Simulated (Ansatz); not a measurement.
HfC in space group P6_3/mmc (No. 194; Hf on 2d, C on 2c), plane-wave PAW r²SCAN (Ansatz code), all energies at zero smearing, with the estimated change up to a 700 eV cutoff added, with one set of potentials and settings (totals compare only within such a set). Cell of 4 atoms (2 Hf, 2 C): -31974.244 eV.

```
element                reference phase  E (eV/atom)
-------  -----------------------------  -----------
Hf       P6_3/mmc, 2 atoms in the cell  -15733.7929
C        P6_3/mmc, 4 atoms in the cell    -251.6688
```

Formation energy per atom, worked out: (-31974.244 − 2×(-15733.7929) − 2×(-251.6688))/4 = -0.830 eV/atom (-80 kJ per mol of atoms), at 0 K, without zero-point energy or fitted corrections.

The start of the workflow was typed in or built on a structure type; the Crystallography Open Database copy checked does not list it. It is not the phase usual at ambient conditions (space group No. 225). Symmetry was held in the r²SCAN relaxation; its stability against distortions is not shown here. The run is not spin-polarised. The references are the lowest solids computed at this level, not always the standard phases. Scalar-relativistic: spin–orbit coupling is off unless named, which matters more the heavier the elements.

Potentials: the earlier of the program's two PAW sets.
